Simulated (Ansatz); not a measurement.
A geometry of Bi₂Se₃ away from equilibrium: step 3 of the relaxation of a relaxed Bi2Se3 cell stretched uniformly to 150 % of its volume. Method: PBE (plane waves to 420 eV, PAW, scalar-relativistic; Ansatz, a program for electronic structure). Γ-centred k-mesh 6×6×6 on the run's cell (coarser than for final values), Fermi–Dirac smearing 0.05 eV. The plane waves were selected for a different cell earlier on the path.

```
Bi2Se3
1.0
    2.18589     1.26203    11.21139
   -2.18589     1.26203    11.21139
    0.00000    -2.52405    11.21139
Bi Se
2 3
Direct
  0.39349   0.39349   0.39349
  0.60651   0.60651   0.60651
  0.00000   0.00000   0.00000
  0.22979   0.22979   0.22979
  0.77021   0.77021   0.77021
```

Question: Give the Cartesian forces on all atoms (eV/Å).

Answer: 
```csv
atom,Fx,Fy,Fz
Bi1,0.00,0.00,-0.48
Bi2,0.00,0.00,0.48
Se3,0.00,0.00,0.00
Se4,0.00,0.00,0.01
Se5,0.00,0.00,-0.01
```

The path ends in R-3m (No. 166) (AFLOW prototype A2B3_hR5_166_c_ac (C33, as in Bi2Te3)). No spin polarisation in the result.

The run could not lose the symmetry of its start.
